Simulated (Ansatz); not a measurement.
## Random displacements in Ti

Computed with DFT LDA, scalar-relativistic, plane waves, PAW in Ansatz 0.2.0. Cutoff 420 eV, Γ-centred 10×10×10 k-points, Gaussian smearing of 0.15 eV. No spin polarisation. Energies are free energies at this smearing, counted from the undisturbed cell; pressure is positive in compression.

Zero of the scan (as given, not relaxed at this level; this fcc form isn't the usual structure):

```
Ti
1.0
     4.06000   -4.06000    0.00000
     4.06000    0.00000    4.06000
     0.00000   -4.06000    4.06000
Ti
8
Direct
  0.50000 0.00000 0.00000
  0.50000 0.00000 0.50000
  0.50000 0.50000 0.00000
  0.50000 0.50000 0.50000
  0.00000 0.00000 0.00000
  0.00000 0.00000 0.50000
  0.00000 0.50000 0.00000
  0.00000 0.50000 0.50000
```

The atoms are displaced (Å, in the unstrained cell):

```
atom ux uy uz
 Ti1  -0.001  -0.044   0.001
 Ti2  -0.012   0.030   0.000
 Ti3   0.040  -0.032  -0.020
 Ti4   0.046   0.011   0.017
 Ti5  -0.049   0.029  -0.010
 Ti6  -0.006   0.010  -0.026
 Ti7  -0.019  -0.010   0.006
 Ti8   0.002   0.006   0.032
```

The cell is not strained.

(1) What are the energy change, the stress and the forces?

Answers

(1) ΔE = 3.8 meV/atom; stress (xx, yy, zz, yz, xz, xy; compression positive) (-4.66, -4.70, -4.73, -0.04, 0.04, -0.03) GPa.
| atom | Fx (eV/Å) | Fy | Fz |
| --- | --- | --- | --- |
| Ti1 | 0.02 | 0.27 | -0.07 |
| Ti2 | 0.08 | -0.10 | 0.12 |
| Ti3 | -0.16 | 0.15 | 0.15 |
| Ti4 | -0.17 | -0.13 | -0.06 |
| Ti5 | 0.13 | -0.17 | -0.05 |
| Ti6 | -0.05 | 0.07 | 0.14 |
| Ti7 | 0.12 | -0.10 | -0.07 |
| Ti8 | 0.03 | 0.02 | -0.16 |

Cost: 1 run of about 4.1 core-minutes, on Intel Xeon Platinum 8488C (Sapphire Rapids) (shared hosts).